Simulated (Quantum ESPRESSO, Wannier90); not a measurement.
## Tight-binding from DFT: TlBiS₂ (R-3m)

```xyz
4
Lattice="-2.0615 3.5707 0.0000 -4.1230 0.0000 0.0000 -2.0615 1.1902 7.4073" Properties=species:S:1:pos:R:3 pbc="T T T"
Tl    -4.1230     2.3804     3.7037
Bi     0.0000     0.0000     0.0000
S      2.0615    -1.1902    -1.5605
S     -2.0615     1.1902     1.5605
```

Materials Project entry mp-554310; symmetrised, unrelaxed at this level. COD (Crystallography Open Database) has an entry of this formula and space group (matched by these alone). Computed values, not measurements, from PBEsol: Quantum ESPRESSO (norm-conserving PseudoDojo potentials, cutoff 53 Ry, spinors with spin-orbit coupling) on a Γ-centred 6×6×6 mesh, then Wannier90. Density: 10×10×10 mesh, Gaussian smearing 0.01 Ry. With spin-orbit coupling a semilocal functional can close or falsely invert a small gap; the band order was not checked against a better method.

A tight-binding model is made by disentanglement and projection with no localisation steps (num_iter = 0), so the 26 orbitals stay atom-like: hydrogen-like Tl: s;p; Bi: p; S: p, axes along x, y, z; frozen window up to 3.00 eV relative to the Fermi level. It follows pw.x to 1.8 meV rms for states up to 1.0 eV relative to the Fermi level. Matrix elements depend on this choice of orbitals and windows.

The 20 largest hoppings ⟨m,0|H|n,R⟩ between different sites (one of each Hermitian pair; signs follow the real orbitals' lobes; the list may end inside a set of equal values):

| m | n | R | distance of the centres (Å) | t (eV) | Im t (eV) |
|---|---|---|---|---|---|
| Bi2 py↑ | S3 py↑ | 1 0 0 | 2.83 | 1.330 | 0.000 |
| Bi2 py↓ | S3 py↓ | 1 0 0 | 2.83 | 1.330 | 0.000 |
| S4 py↑ | Bi2 py↑ | 1 0 0 | 2.83 | 1.330 | 0.000 |
| S4 py↓ | Bi2 py↓ | 1 0 0 | 2.83 | 1.330 | 0.000 |
| Bi2 pz↑ | S3 py↑ | 1 0 0 | 2.83 | -1.187 | 0.000 |
| Bi2 pz↓ | S3 py↓ | 1 0 0 | 2.83 | -1.187 | 0.000 |
| S4 py↑ | Bi2 pz↑ | 1 0 0 | 2.83 | -1.187 | 0.000 |
| S4 py↓ | Bi2 pz↓ | 1 0 0 | 2.83 | -1.187 | 0.000 |
| Bi2 py↑ | S3 pz↑ | 1 0 0 | 2.82 | -1.157 | 0.000 |
| Bi2 py↓ | S3 pz↓ | 1 0 0 | 2.82 | -1.157 | 0.000 |
| S4 pz↑ | Bi2 py↑ | 1 0 0 | 2.82 | -1.157 | 0.000 |
| S4 pz↓ | Bi2 py↓ | 1 0 0 | 2.82 | -1.157 | 0.000 |
| S3 px↑ | Bi2 pz↑ | 0 0 0 | 2.83 | -1.028 | -0.001 |
| S3 px↓ | Bi2 pz↓ | 0 0 0 | 2.83 | -1.028 | 0.001 |
| S4 px↑ | Bi2 pz↑ | 0 0 0 | 2.83 | -1.028 | -0.001 |
| S4 px↓ | Bi2 pz↓ | 0 0 0 | 2.83 | -1.028 | 0.001 |
| Bi2 pz↑ | S3 px↑ | 0 1 0 | 2.83 | 1.028 | 0.001 |
| Bi2 pz↓ | S3 px↓ | 0 1 0 | 2.83 | 1.028 | -0.001 |
| S4 px↑ | Bi2 pz↑ | 0 1 0 | 2.83 | 1.028 | -0.001 |
| S4 px↓ | Bi2 pz↓ | 0 1 0 | 2.83 | 1.028 | 0.001 |
